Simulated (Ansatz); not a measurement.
SiGeC$_{2}$ in space group P-4m2 (No. 115; Si on 1a, C on 2g, Ge on 1c) at seven volumes, plane-wave PAW PBEsol (Ansatz code), shape and atoms relaxed at each. One row is withheld.

```csv
V (Å³/atom),P (GPa)
10.091,23.28
10.423,14.30
10.756,6.60
11.089,-0.01
11.421,-5.68
11.754,?
12.087,-14.70
```

**Question.** Fit the shown pressures and predict the withheld one.

**Answer.** Third-order Birch–Murnaghan: P = (3/2)B₀(x^(7/2) − x^(5/2))[1 + (3/4)(B′ − 4)(x − 1)] with x = (V₀/V)^(2/3). Least squares on the six rows gives V₀ = 11.088 Å³/atom, B₀ = 203.5 GPa, B′ = 4.11. At V = 11.754, x = 0.9619 and P = -10.53 GPa. The run itself gave -10.54 GPa.

The start of the workflow was typed in or built on a structure type; neither database checked (COD, Materials Project) lists it. Its standing as an ambient phase is unchecked. The PBEsol relaxation kept the symmetry of its start; its stability against distortions is not shown here.

Potentials: the earlier of the program's two PAW sets. The files were generated under PBE; for other functionals the program regenerates the frozen cores, and for LDA and PBEsol the local potential too.
